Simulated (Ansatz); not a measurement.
Clean, relaxed (001) surface of WS$_{2}$, space group P6_3/mmc (No. 194) (top face towards +c; atoms held fixed, by place in the list: 1, 2, 3, 4):

```xyz
9
Lattice="3.1542 0.0000 0.0000 -1.5771 2.7316 0.0000 0.0000 0.0000 32.2893" Properties=species:S:1:pos:R:3 pbc="T T T"
S     1.5771    0.9105    8.5000
W     0.0000    1.8211   10.0747
S     1.5771    0.9105   11.6494
S     0.0000    1.8211   14.5700
W     1.5771    0.9105   16.1446
S     0.0000    1.8211   17.7192
S     1.5771    0.9105   20.6559
W     0.0000    1.8211   22.2319
S     1.5771    0.9105   23.8104
```

Level of theory: DFT PBE+D3(BJ), scalar-relativistic, plane waves, PAW in Ansatz. Settings: cutoff 420 eV, Γ-centred mesh 9×9×1 on the computed 9-atom cell, Gaussian smearing of 0.05 eV; no spin polarisation. A dipole correction removes the field between periodic images along c.

With the adsorbate the run is spin-polarised, so any moments that the slab's own atoms take up count into E_ads.

OH is adsorbed on the top face, one adsorbate per 8.6 Å², and relaxed from 2 starting sites (fractions of a and b). E_ads counts from the clean slab and the free adsorbate (spin-polarised where it has unpaired electrons); negative means bound. Heights count from the highest slab atom after relaxation. Δp counts per cell along +c. Bonded neighbours lie within 1.25 times the sum of covalent radii (1.35 for H) and, on that scale, within 12 % of the closest. With the adsorbate the cell is lengthened along c to keep the vacuum.

```tsv
start	ends at	E_ads (eV)	height (Å)	shortest contact	Δp (e·Å)	whole?
top (S) at (0.67, 0.33)	(0.77, 0.15), 1 bonded neighbour (S)	-0.92	1.71	O–S 1.86 Å	+0.008	yes
hollow (S-S-S) at (0.00, 0.00)	(0.77, 0.62), 1 bonded neighbour (S)	-0.92	1.71	O–S 1.86 Å	+0.008	yes
```

Among the sites tried, the lowest end comes from the hollow (S-S-S) at (0.00, 0.00) start; the top (S) at (0.67, 0.33) start ended within 0.02 eV of it, though not always at the same place; other sites may lie lower.

Each end is the local minimum or symmetric point that its start leads to.